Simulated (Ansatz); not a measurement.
LiNbO₃:
```cif
data_Li6Nb6O18
_chemical_formula_sum 'Li6 Nb6 O18'
_space_group_name_H-M_alt 'R3c :H'
_space_group_IT_number 161
_space_group_name_Hall 'R 3 -2"c'
_cell_length_a 5.13422
_cell_length_b 5.13422
_cell_length_c 13.82664
_cell_angle_alpha 90.000
_cell_angle_beta 90.000
_cell_angle_gamma 120.000
loop_
_atom_site_label
_atom_site_type_symbol
_atom_site_symmetry_multiplicity
_atom_site_Wyckoff_symbol
_atom_site_fract_x
_atom_site_fract_y
_atom_site_fract_z
_atom_site_occupancy
Li1 Li 6 a 0.00000 0.00000 0.20674 1
Nb1 Nb 6 a 0.00000 0.00000 0.48909 1
O1 O 18 b 0.01070 0.37993 0.25826 1
```
(The calculation used a cell of 10 atoms; values per cell refer to that cell.)

Relaxed with PBEsol. Plane-wave PAW PBEsol (Ansatz code) gives a gap of 3.51 eV.

### Question
What gap does HSE06 give on the same cell (Ansatz, PAW)?

### Answer
4.99 eV, 1.48 eV more. The hybrid was solved on a coarser mesh and at special points; its gap is the smallest among all of these.

| k | v1 PBEsol | c1 PBEsol | v1 HSE06 | c1 HSE06 |
|---|---|---|---|---|
| Γ | -0.01 | 3.53 | … | … |
| T | -0.32 | 4.63 | -0.34 | 6.22 |
| L | -0.22 | 3.89 | … | … |
| F | -0.21 | 3.61 | … | … |
| S0 | -0.11 | 3.52 | -0.13 | 5.01 |
| H0 | -0.27 | 3.88 | … | … |

### Question
Top valence (v1) and lowest conduction level (c1) in eV from each method's valence maximum (which need not be a listed point): supply the withheld HSE06 values.

### Answer

- L, v1 HSE06: -0.24
- L, c1 HSE06: 5.40
- H0, v1 HSE06: -0.29
- H0, c1 HSE06: 5.38
- F, v1 HSE06: -0.23
- F, c1 HSE06: 5.10
- Γ, v1 HSE06: -0.01
- Γ, c1 HSE06: 5.01

Cost on shared cores: the PBEsol run (SCF on a 7×7×7 mesh, then bands and DOS) around 3 core-minutes (rough), the HSE06 run (SCF on 4×4×4, then a few points) very roughly 5 core-minutes; the tasks are unlike.

The PBEsol relaxation kept the symmetry of its start. The run is not spin-polarised. Scalar-relativistic: spin–orbit coupling is off unless named, which matters more the heavier the elements.

Potentials: the earlier of the program's two PAW sets.
